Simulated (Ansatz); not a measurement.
Ansatz run, Ga$_{2}$Os

The input, for Ansatz 0.2.0 (plane waves, PAW):

```yaml
crystal:
  lattice:
    - [0.0, 4.789254, 0.0]
    - [0.0, -2.394627, 4.418946]
    - [4.163822, 2.394627, 0.0]
  atoms:
    - { symbol: Os, position: [0.0, 0.0, 0.0], spin: 2, spin_axis: [0.86687, 0.49854, 0.0] }
    - { symbol: Os, position: [0.25, 0.5, 0.5], spin: 2, spin_axis: [0.86687, 0.49854, 0.0] }
    - { symbol: Ga, position: [0.67, 0.0, 0.66] }
    - { symbol: Ga, position: [0.33, 0.0, 0.34] }
    - { symbol: Ga, position: [0.58, 0.5, 0.84] }
    - { symbol: Ga, position: [0.92, 0.5, 0.16] }
  symmetry: { tolerance: 0.0003 }
kpoints:
  mp_grid: { grid: [5, 5, 5], shift: [0, 0, 0] }
  band_path:
    path:
      - [0.0, 0.0, 0.0]
      - [0.0, 0.0, -0.5]
      - [0.0, -0.5, -0.5]
      - [0.0, -0.5, 0.0]
      - [0.0, 0.0, 0.0]
      - [-0.81219962, 0.40609981, -0.40609981]
      - [-0.18780038, -0.40609981, -0.59390019]
      - [0.0, -0.5, -0.5]
      - [0.0, 0.0, -0.5]
      - [-0.48145603, 0.24072801, -0.74072801]
      - [-0.51854397, -0.24072801, -0.25927199]
    npoints: 6
magnetization:
  noncollinear: true
  spin_orbit: true
scf:
  occupations: { method: fermi_dirac, width: 0.0399 }
  lower_state_search: "off"
  max_iter: 200
hamiltonian:
  pseudopotentials: { kind: paw_fr }
  xc: r2scan
basis:
  ecutwfc: 500
  fft_grid_basis: typed
output:
  forces: true
  stress: true
  eigenvalues: true
  bader: true
  populations: true
  elf: true
  write_potential: true
  volumetric_format: npy
  dos:
    e_range: [-12, 8]
    de: 0.05
    projected: { site_lists: { Ga: [Ga], Os: [Os] } }
    method: { smearing: { sigma: 0.1, scheme: gaussian } }
checkpoint:
  read: saved_state
```

The run starts from an earlier solution of this cell. The state carries no moments; the state need not be the lowest.

Output (shortened):

```
Pseudopotentials: kind: paw_fr
Pseudopotential: Os, paw_fr, valence charge 16, recommended cutoff 500 eV (meta_gga), Os.paw.azcp#standard-fr
Pseudopotential: Ga, paw_fr, valence charge 13, recommended cutoff 500 eV (meta_gga), Ga.paw.azcp#standard-fr
Functional definition: r2SCAN
  exchange = r2scan_x(k0 = k0, k1 = k1, a1 = a1)
  correlation = r2scan_c
Crystal: 6 atoms, lattice volume = 88.121 Å³
Basis set: ecut = 500 eV, 2243 PW (Γ), exchange–correlation on 144×160×144 points (64 copies of the dense FFT grid, shifted against one another)
Bands: 102, of which v1, the nominal top of the filled ones, is band 84 counted from 1 (83 counted from 0)
Symmetry: 2 space group operations + 2 with time reversal
Magnetic group: BNS 15.89 (UNI 96), of the structure as read, at distance tolerance 1.3e-3 Å
k-points: 39 of 125 (time reversal used)
Initial density: read from a saved state, or passed on in memory by an earlier SCF of this step, an earlier step, the calling program or the single point that the run made first
Starting moments: Σ|m| = 4 μB on 2 of 6 sites; this step starts from the density that it was given
Functional: x = r2scan, c = r2scan; τ floored in thin density (d = 2e-4 eV/Å³)
SCF iter   1: F=-37898.0901 eV  Δρ=4.61e-3  dr2=1.58e-3  dr2_τ=1.25e-2  dr2_m=9.58e-5  |M|=2.93e-4 ∫|m|=8.29e-3 μB
SCF iter   2: F=-37898.0929 eV  Δρ=3.35e-3  dr2=7.43e-4  dr2_τ=2.12e-4  dr2_m=2.40e-6  |M|=1.42e-5 ∫|m|=2.83e-3 μB  κ⁻¹=1.0e0(r=1)
SCF iter   3: F=-37898.0934 eV  Δρ=1.98e-3  dr2=2.47e-4  dr2_τ=7.29e-5  dr2_m=1.96e-7  |M|=5.39e-7 ∫|m|=1.11e-3 μB  κ⁻¹=3.1e-1(r=2)
SCF iter   4: F=-37898.0936 eV  Δρ=2.59e-4  dr2=2.15e-5  dr2_τ=1.72e-6  dr2_m=3.66e-8  |M|=2.68e-7 ∫|m|=4.55e-4 μB  κ⁻¹=7.4e-3(r=3)
SCF iter   5: F=-37898.0936 eV  Δρ=8.16e-5  dr2=2.29e-6  dr2_τ=1.84e-7  dr2_m=1.06e-8  |M|=1.13e-7 ∫|m|=1.93e-4 μB  κ⁻¹=1.3e-4(r=4)
SCF iter   6: F=-37898.0936 eV  Δρ=5.11e-5  dr2=1.06e-6  dr2_τ=1.61e-8  dr2_m=4.06e-9  |M|=5.62e-8 ∫|m|=8.59e-5 μB
SCF iter   7: F=-37898.0936 eV  Δρ=4.01e-5  dr2=6.89e-7  dr2_τ=8.05e-9  dr2_m=2.11e-9  |M|=9.56e-8 ∫|m|=7.17e-5 μB  κ⁻¹=1.0e0(r=1)
SCF iter   8: F=-37898.0936 eV  Δρ=8.70e-6  dr2=3.41e-8  dr2_τ=8.43e-10  dr2_m=2.53e-10  |M|=9.22e-8 ∫|m|=1.61e-5 μB  κ⁻¹=4.7e-3(r=2)
SCF iter   9: F=-37898.0936 eV  Δρ=6.56e-6  dr2=1.06e-8  dr2_τ=4.16e-10  dr2_m=1.58e-10  |M|=6.46e-8 ∫|m|=8.56e-6 μB  κ⁻¹=2.3e-3(r=3)
SCF iter  10: F=-37898.0936 eV  Δρ=3.71e-6  dr2=3.17e-9  dr2_τ=1.24e-10  dr2_m=3.98e-11  |M|=3.72e-8 ∫|m|=4.19e-6 μB
Magnetization: |M| = 0.0000 μB,  M = (+0.0000, +0.0000, +0.0000) μB
Absolute magnetization: 0.0000 μB (∫|m|, with the PAW one-centre terms)
  site 0: m = (+0.0000, +0.0000, +0.0000) μB, |m| = 0.0000 μB  (R = 1.07 Å)
  site 1: m = (+0.0000, +0.0000, +0.0000) μB, |m| = 0.0000 μB  (R = 1.07 Å)
  site 2: m = ( 0.0000,  0.0000,  0.0000) μB, |m| = 0.0000 μB  (R = 1.07 Å)
  site 3: m = ( 0.0000,  0.0000, +0.0000) μB, |m| = 0.0000 μB  (R = 1.07 Å)
  site 4: m = ( 0.0000,  0.0000,  0.0000) μB, |m| = 0.0000 μB  (R = 1.07 Å)
  site 5: m = ( 0.0000,  0.0000, +0.0000) μB, |m| = 0.0000 μB  (R = 1.07 Å)
Free energy (F): -37898.0936 eV
Harris-Foulkes:  -37898.0936 eV  (|F-HF|=7.68e-9)
Internal energy: -37898.0936 eV  (E = F + TS)
E sigma→0 (E₀):  -37898.0936 eV
Entropy (-TS):    0.0000 eV (-0.000 meV/atom)
Fermi energy:    16.8820 eV
--- Per-component energies (eV) ---
  E_band       = -249.3549
  E_kinetic    = 1595.5543
  E_local      = -8178.9460  (includes V_loc(G=0)·N_el)
  E_nonlocal   = 1687.9546
  E_hartree    = 3798.2801
  E_xc         = -757.4600
  E_vxc        = -870.7594  (∫ρ·V_xc dr)
  E_paw        = -26024.3252  (= ΣΔE_a)
  E_vpaw       = -2129.8328  (= ΣTr[D̂ρ^β])
  E_aug_tail   = -0.0004  (compensation charges beyond the density's cutoff)
  E_vtau       = 50.1180  (kinetic-family band-sum trace: ∫τ·v_τ [+ j·A + Jᵃ·Aᵃ] dr)
  E_ewald      = -10015.7893
  E_core_change = -3.3618  (= ΣΔE_core)
  E_smearing   =  0.0000  (= −TS)
--- Forces (eV/Å), atoms counted from 1 ---
  atom   1  Os     0.0000     0.0000     0.0000
  atom   2  Os     0.0000     0.0000     0.0000
  atom   3  Ga     0.1231     0.0000     0.0000
  atom   4  Ga    -0.1231     0.0000     0.0000
  atom   5  Ga    -0.1231     0.0000     0.0000
  atom   6  Ga     0.1231     0.0000     0.0000
--- Stress (GPa, compression-positive) ---
       -5.4854       0.0000       0.0000
        0.0000      -7.2844       0.0000
        0.0000       0.0000      -8.5854
  P = ⅓ Tr σ = -7.1184 GPa (-71.184 kbar)
--- Löwdin populations: 6 sites ---
  site symbol       q [e]
     0     Os     15.5621
     1     Os     15.5621
     2     Ga     13.1613
     3     Ga     13.1613
     4     Ga     13.1613
     5     Ga     13.1613
  spilling = 0.0027 (of n_electrons = 84.0000)
--- Bader charges: 6 sites ---
  site symbol  charge [e]  shift [e]  m_x [muB]  m_y [muB]  m_z [muB]
     0     Os     -0.8730     0.0014     0.0000     0.0000     0.0000
     1     Os     -0.8730     0.0014     0.0000     0.0000     0.0000
     2     Ga      0.4365     0.0007     0.0000     0.0000     0.0000
     3     Ga      0.4365     0.0007     0.0000     0.0000     0.0000
     4     Ga      0.4365     0.0007     0.0000     0.0000     0.0000
     5     Ga      0.4365     0.0007     0.0000     0.0000     0.0000
```

Origin: a database entry at a rescaled volume.
